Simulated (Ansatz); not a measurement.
Theory: Ansatz, DFT PBE, scalar-relativistic, plane waves, PAW. Settings: cutoff 420 eV, Γ-centred meshes spaced at most about 0.3 Å⁻¹, and about 0.25 Å⁻¹ or finer for metals (2π included), Gaussian smearing. No spin polarisation in the final relaxations.

These are static total energies at zero pressure.

Two relaxed structures of CdTeSe4:

A.

```cif
data_structure
_symmetry_space_group_name_H-M 'P6/mmm'
_symmetry_Int_Tables_number 191
_cell_length_a 5.3878
_cell_length_b 5.3878
_cell_length_c 5.6561
_cell_angle_alpha 90.000
_cell_angle_beta 90.000
_cell_angle_gamma 120.000
_cell_volume 142.19
loop_
_atom_site_label
_atom_site_type_symbol
_atom_site_symmetry_multiplicity
_atom_site_Wyckoff_symbol
_atom_site_fract_x
_atom_site_fract_y
_atom_site_fract_z
_atom_site_occupancy
Cd1 Cd 1 a 0.00000 0.00000 0.00000 1
Te1 Te 1 b 0.00000 0.00000 0.50000 1
Se1 Se 2 c 0.33333 0.66667 0.00000 1
Se2 Se 2 d 0.33333 0.66667 0.50000 1
```

B.

```cif
data_structure
_symmetry_space_group_name_H-M 'F-43m'
_symmetry_Int_Tables_number 216
_cell_length_a 8.2647
_cell_length_b 8.2647
_cell_length_c 8.2647
_cell_angle_alpha 90.000
_cell_angle_beta 90.000
_cell_angle_gamma 90.000
_cell_volume 564.52
loop_
_atom_site_label
_atom_site_type_symbol
_atom_site_symmetry_multiplicity
_atom_site_Wyckoff_symbol
_atom_site_fract_x
_atom_site_fract_y
_atom_site_fract_z
_atom_site_occupancy
Cd1 Cd 4 a 0.00000 0.00000 0.00000 1
Te1 Te 4 c 0.25000 0.25000 0.25000 1
Se1 Se 16 e 0.37265 0.12735 0.87265 1
```

Question: Which form is favoured at zero pressure, and by what margin per atom?

Answer: A is lower, by 0.39 eV/atom. A has space group P6/mmm (No. 191), 23.7 Å³/atom and no gap on its mesh; B has space group F-43m (No. 216), 23.5 Å³/atom and no gap. Counting Se or Te atoms around Cd (for each partner element, those within 1.25 times its shortest distance or 1.15 times the sum of covalent radii, where it is the nearest in units of that sum or under 1.3; a plus sign parts groups by distance over the sum of covalent radii; the shortest distance is added where it exceeds 1.18 times the sum of covalent radii), A has Cd 2+6 and B has Cd 16 from 3.4 Å. Even the lower one lies +0.17 eV/atom against the reference forms of the elements (uncorrected), so neither is stable at this level. Both come from invented guesses. A third cell relaxed alike, in P4/mmm, lies 36 meV/atom below the lower of the two.

These runs have no spin–orbit coupling, which can matter for Te. Cells relaxed within their symmetry can be saddle points.
